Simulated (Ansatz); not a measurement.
Space group Fd-3m:1 (No. 227). a = 6.979 Å, b = 6.979 Å, c = 6.979 Å, α = 90.00°, β = 90.00°, γ = 90.00°
| atom | site | symmetry | x | y | z |
| --- | --- | --- | --- | --- | --- |
| Ti | 16d | .-3m | 0.1250 | 0.6250 | 0.1250 |
| Co | 8a | -43m | 0.5000 | 0.0000 | 0.5000 |

Equation of state of this Ti2Co structure (not necessarily the ground state), with shape and atoms relaxed at each volume where symmetry leaves them free. It has no gap at any of these volumes. The calculation used Ansatz 0.2.0, DFT PBEsol, scalar-relativistic, plane waves, PAW.

Settings: cutoff 420 eV, Γ-centred mesh 10×10×10 on the computed 6-atom cell, Gaussian smearing of 0.10 eV; collinear spin.

```csv
V (Å³/atom),E − E(largest V) (meV/atom),P (GPa)
12.464,47.78,19.56
12.889,4.50,13.38
13.314,-23.58,8.14
13.739,-38.87,3.72
14.164,-43.48,0.00
14.588,-39.04,-3.19
15.013,-26.77,-5.94
15.580,0.00,-9.04
```

Q: Fit a third-order Birch–Murnaghan equation to E(V).

A: V0 = 14.15 Å³/atom, B0 = 115 GPa, B0' = 4.4.